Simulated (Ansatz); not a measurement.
**Notes on KAl$_{2}$ClO$_{6}$**

```
CELL_PARAMETERS angstrom
5.55423 0.00000 0.00000
-2.77711 4.81010 0.00000
0.00000 0.00000 7.79405
ATOMIC_POSITIONS crystal
K 0.00000 0.00000 0.00000
Al 0.33330 0.66670 0.00000
Al 0.66670 0.33330 0.00000
O 0.00000 0.63615 0.13340
O 0.36385 0.36385 0.13340
O 0.63615 0.00000 0.13340
O 0.36385 0.00000 0.86660
O 0.63615 0.63615 0.86660
O 0.00000 0.36385 0.86660
Cl 0.00000 0.00000 0.50000
```

Single point in Ansatz 0.2.0 with r2SCAN, no spin polarisation. Cutoff 500 eV, PAW datasets, 7×7×5 Γ-centred k mesh, fermi-dirac filling (width 0.1 eV).

(1) What is the formation energy?

(2) Is the cell too large or too small?

(3) Which element gives electrons and which takes them?

(4) Where is the largest force?

(5) Is there a gap?

Origin: a known structure type with other elements, at an estimated volume, so it need not be a known compound. Caveats: the exchange-correlation potential is rough where the density is thin; many states at the Fermi level without spin polarisation, so a magnetic state may lie lower; atoms or cell far from equilibrium.

Answers

(1) -0.46 eV an atom against the elements' usual phases (free molecules for gases, crystals otherwise, with no correction for O₂ or N₂), so it is bound against them; other compounds may still compete. Relaxing would lower it.

(2) The pressure is -7.1 GPa (compression positive), so with the atoms held at these fractions the cell would first shrink; the forces are large, so a full relaxation may end otherwise. The principal stresses -10.7, -5.3, -5.3 GPa differ, so its shape would change too.

(3) Bader charges in e: K +0.85, Al +2.54, Cl +0.01, O -0.99. In the mean Al gives up most and O takes most.

(4) The largest is on O5 (and as large on other atoms): 2.98 eV/Å, components (1.25, 2.16, -1.63). It makes 54° with the line to a nearest neighbour, Al2 at 2.06 Å.

(5) It is a metal, with about 24 states/eV a cell as the mean within 0.25 eV of the Fermi level, mostly O p (80 %) and Cl p (16 %).
